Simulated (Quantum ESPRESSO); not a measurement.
Pd2Ag2Sn2RuRh, different elements on one site, starting from this cell

Simulated, not a measurement. The program is pw.x of Quantum ESPRESSO 7.5 (plane-wave density functional theory). The cell is made up: eight metal atoms on a hexagonal close-packed lattice, with elements, volume, strain and displacements drawn at random and not relaxed, so it may be unstable or far from any real phase. PseudoDojo standard norm-conserving files set the functional (PBE unless stated); there is no spin polarisation or spin-orbit coupling, the Fermi-Dirac width of 0.25 eV means electrons at about 2900 K, and the masses in the input are unused placeholders. The tin pseudopotential is less sure than most, with forces differing by about three percent from a second method on plain tin. Heavy elements are run without spin-orbit coupling, which real alloys of them have. A spin test at this wide smearing found no moment, but such smearing suppresses magnetism that the real alloy may have.

The runs put different elements on site 5. Cell, positions, cutoff, mesh and smearing stay as in the input of run 1; sites are counted in its order. Stress in the tables is positive in tension.

Input of run 1:

```
&control calculation='scf', pseudo_dir='./dojo.nc.sr.pbe.v0_5.standard.upf', outdir='./o', disk_io='medium', tprnfor=.true., tstress=.true. /
&system ibrav=0, nat=8, ntyp=5, nbnd=81, ecutwfc=87.97787729, nosym=.true., tot_charge=0,
 occupations='smearing', smearing='fd', degauss=0.0183746611
/
&electrons conv_thr=1.470e-08, electron_maxstep=70, mixing_beta=0.5 /
ATOMIC_SPECIES
Ag 1.0 Ag.upf
Pd 1.0 Pd.upf
Rh 1.0 Rh.upf
Ru 1.0 Ru.upf
Sn 1.0 Sn.upf
CELL_PARAMETERS angstrom
4.5584 -2.5884 -0.0124
-3.0611 -0.0609 -4.7449
3.1379 5.3482 0.0184
ATOMIC_POSITIONS angstrom
Pd -0.0787 0.0915 0.1517
Ag 1.4691 2.7386 -0.0155
Pd 0.0444 1.7841 -2.3399
Sn 1.7676 4.4785 -2.4583
Ru 2.8728 0.0601 -0.1574
Sn 4.7215 2.8331 0.0736
Ag 1.6275 -0.7951 -2.4471
Rh 2.9082 1.7649 -2.2979
K_POINTS automatic
5 5 4 1 1 1
```

| run | elements on sites 1 to 8 | -TS (eV) | pressure (GPa) | stress xx (GPa) | stress yy (GPa) | stress zz (GPa) | stress yz (GPa) | stress xz (GPa) | stress xy (GPa) | iterations |
| --- | --- | --- | --- | --- | --- | --- | --- | --- | --- | --- |
| 1 | Pd Ag Pd Sn Ru Sn Ag Rh | -1.562 | -8.50 | 10.20 | 10.38 | 4.90 | -3.80 | 0.55 | 0.42 | 16 |
| 2 | Pd Ag Pd Sn Ta Sn Ag Rh | -1.112 | -6.10 | 8.22 | 7.61 | 2.47 | -3.37 | 0.44 | -1.01 | 15 |
| 3 | Pd Ag Pd Sn Li Sn Ag Rh | -0.996 | -6.38 | 9.30 | 6.86 | 2.97 | -1.91 | 2.02 | -0.34 | 14 |
| 4 | Pd Ag Pd Sn In Sn Ag Rh | -0.903 | -1.48 | 4.57 | 1.77 | -1.91 | -1.72 | 2.34 | -1.82 | 14 |
| 5 | Pd Ag Pd Sn Ga Sn Ag Rh | -0.943 | -5.29 | 7.46 | 5.69 | 2.71 | -2.69 | 1.88 | -1.14 | 14 |

Forces Fx Fy Fz (eV/Å):

| site | run 1 | run 2 | run 3 | run 4 | run 5 |
| --- | --- | --- | --- | --- | --- |
| 1 | -0.03 -0.01 -0.43 | 0.18 0.33 -0.58 | 0.08 -0.38 -0.40 | 0.05 -0.31 -0.33 | 0.15 -0.22 -0.37 |
| 2 | 0.09 -0.25 0.09 | 0.06 -0.19 0.10 | 0.21 -0.14 0.10 | 0.23 0.02 0.16 | 0.21 -0.12 0.16 |
| 3 | -0.30 0.00 -0.16 | -0.37 -0.03 -0.08 | -0.13 -0.10 -0.20 | -0.17 -0.10 -0.26 | -0.31 -0.07 -0.13 |
| 4 | 0.17 0.78 0.75 | -0.23 0.35 1.59 | -0.11 0.58 1.10 | -0.46 0.22 1.92 | -0.17 0.45 1.37 |
| 5 | 0.47 0.11 0.41 | 1.09 1.28 -0.53 | 0.39 0.36 -0.08 | 1.18 1.20 -0.55 | 0.68 0.83 -0.85 |
| 6 | -0.58 -0.94 -0.87 | -1.01 -1.45 -1.01 | -0.70 -1.10 -0.58 | -0.96 -1.73 -0.58 | -0.77 -1.36 -0.57 |
| 7 | -0.36 0.15 -0.07 | -0.39 -0.01 -0.26 | -0.20 0.25 0.28 | -0.45 0.02 -0.18 | -0.29 0.19 0.13 |
| 8 | 0.53 0.16 0.28 | 0.67 -0.28 0.76 | 0.46 0.53 -0.23 | 0.58 0.69 -0.17 | 0.51 0.30 0.26 |

Energies are left out, as each element's file has its own zero. A rerun of one cell of this series at a higher cutoff and on a denser mesh moved values by no more than 0.002 eV in energy, 0.03 GPa in stress and 0.006 eV/Å in force, and a second program with other atomic files agreed on that cell to 2 % rms in force and 0.5 GPa in pressure.